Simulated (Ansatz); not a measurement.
**LaP: all-electron results**

```
La P
1.0
     0.00000    3.01250    3.01250
     3.01250    0.00000    3.01250
     3.01250    3.01250    0.00000
La P
1 1
Direct
  0.00000 0.00000 0.00000
  0.50000 0.50000 0.50000
```

Atom numbers follow the list: La1, P2.

The geometry is COD entry 1538844, unchecked; take it as a test cell.

Spin–orbit coupling is left out, though it moves levels of the heavy atoms by tenths of an eV or more.

Methods: DFT, LDA, all-electron LAPW, scalar-relativistic (Ansatz 0.2.0); DFT, LDA, PAW with Ansatz's default frozen-core files, scalar-relativistic (Ansatz 0.2.0).

For LAPW: a Γ-centred 10×10×10 k mesh, Fermi–Dirac smearing of 0.03 eV, basis error target 1 meV/atom, no spin polarisation. PAW takes a cutoff of 420 eV at this cell (files made with PBE, cores remade for this functional). The Ansatz runs share mesh, smearing and spin set-up. Values come from LAPW unless marked.

| Item | Value |
| --- | --- |
| Pressure at this cell | -3.21 GPa |
| Band gap | none at this level of theory (metallic, semimetallic, or a small gap that the functional closes) |
| Density of states at the Fermi level (0.2 eV bin) | 0.08 states/eV per cell |
| Löwdin charges (with 0.03 e of the cell spilling out of the atomic basis, so their sizes and signs hang on that basis) | La1 0.44, P2 -0.41 e |
| Bader charges (from the PAW run) | La1 +1.55, P2 -1.55 e |
| Volume per atom | 27.34 Å³ |
